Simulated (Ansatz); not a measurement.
# Ge (diamond)

Computed with Ansatz (plane waves, PAW, 420 eV cutoff): PBE, scalar-relativistic, no spin polarisation, Γ-centred 14×14×14 mesh, 0.05 eV Gaussian smearing; PAW files: Ansatz's generated set soft_2.

```
CELL_PARAMETERS angstrom
0.00000 2.88040 2.88040
2.88040 0.00000 2.88040
2.88040 2.88040 0.00000
ATOMIC_POSITIONS crystal
Ge 0.50000 0.50000 0.50000
Ge 0.75000 0.75000 0.75000
```

The cell is relaxed to zero pressure at this level.

* Space group: Fd-3m (No. 227)
* Volume: 23.90 Å³/atom
* Band gap: zero (semimetal)
* Density of states at the Fermi level: about 0.0002 states/(eV·atom) (so small a value isn't resolved on this mesh)

**What was measured.** A measured cell of cubic Ge (space group Fd-3m) at 298.15 K, from the Crystallography Open Database (1975, doi:10.1107/S0021889875010965), has a = 5.658 Å and 22.64 Å³/atom.

“Electronic and optical properties of SixGe1-x-ySny alloys lattice-matched to Ge”, 2021, arxiv:2109.02782 reports, for a bulk crystal of Ge at 300 K: band gap 0.807 eV (direct).

**Comparison.** The computed cell (5.761 Å, 23.90 Å³/atom) differs from the database's by +5.6 % in volume, about +1.8 % in length. PBE usually overestimates volumes, but by less than this. Measured gap of Ge: 0.807 eV (direct; 300 K; “Electronic and optical properties of SixGe1-x-ySny alloys lattice-matched to Ge”, 2021, arxiv:2109.02782). This calculation gives 0.00 eV (-0.81 eV). 3 values of this kind are on record (0.666 to 0.807 eV); this one was drawn at random among those near their median. Kohn–Sham gaps of semilocal functionals mostly fall below measured ones. Temperature and excitons aren't in the calculation.

At this volume the filled and empty bands only touch, so this is a zero-gap semimetal rather than a metal, and a semilocal functional can cause such a touching.
